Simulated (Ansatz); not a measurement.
A relaxed 1×1 slab of 6 planes, cut along (100) from a fcc crystal of one element, has a cell area of 8.17 Å² and a bulk spacing of 2.021 Å between its first planes. All-electron LAPW in Ansatz 0.2.0 (PBE, scalar-relativistic, no spin polarisation) gives γ = 0.94 J/m², Φ = 4.25 eV and a change of the outer spacing of +1.8 %. The fcc structure needn't be the element's own.

**Question.** Which element is it?

**Answer.** Al. This is the case that was computed; others weren't tested.
